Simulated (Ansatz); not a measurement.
What DFT gives for ZnGeTe4N2

```
N Zn Ge Te
1.0
    -3.88396    3.88396    3.27930
     3.88396   -3.88396    3.27930
     3.88396    3.88396   -3.27930
N Zn Ge Te
2 1 1 4
Direct
  0.50000 0.00000 0.50000
  0.00000 0.50000 0.50000
  0.50000 0.50000 0.00000
  0.00000 0.00000 0.00000
  0.94972 0.94972 0.34988
  0.05028 0.40016 0.00000
  0.59984 0.59984 0.65012
  0.40016 0.05028 0.00000
```

The numbers come from plane-wave PAW DFT (Ansatz): r2SCAN, no spin polarisation, 500 eV, 7×7×7 Γ-centred k points, fermi-dirac occupations (width 0.0309 eV). Nothing was relaxed.

**Contacts.** Ge–Te at 2.42 Å: least valence density 0.64 e/Å³ and ELF 0.70 there. Zn–Te at 2.63 Å: least valence density 0.38 e/Å³ and ELF 0.38 there. N–Te at 3.23 Å: least valence density 0.11 e/Å³ and ELF 0.16 there. Both are smooth PAW fields, read partly inside the augmentation spheres.
**Forces.** The largest is on Te5 (and as large on other atoms): 2.45 eV/Å, components (1.54, 1.54, -1.12). It makes 170° with the line to a nearest neighbour, Ge4 at 2.42 Å, pointing away from it.
**Electronic structure.** It is a metal, with about 9 states/eV a cell as the mean within 0.25 eV of the Fermi level, mostly N p (63 %) and Te p (32 %).
**Charges.** Bader charges in e: Zn +0.54, Ge +0.40, Te +0.01, N -0.48. In the mean Zn gives up most and N takes most.

Origin: a known structure type with other elements, at an estimated volume, so it need not be a known compound. Caveats: many states at the Fermi level without spin polarisation, so a magnetic state may lie lower; atoms or cell far from equilibrium.
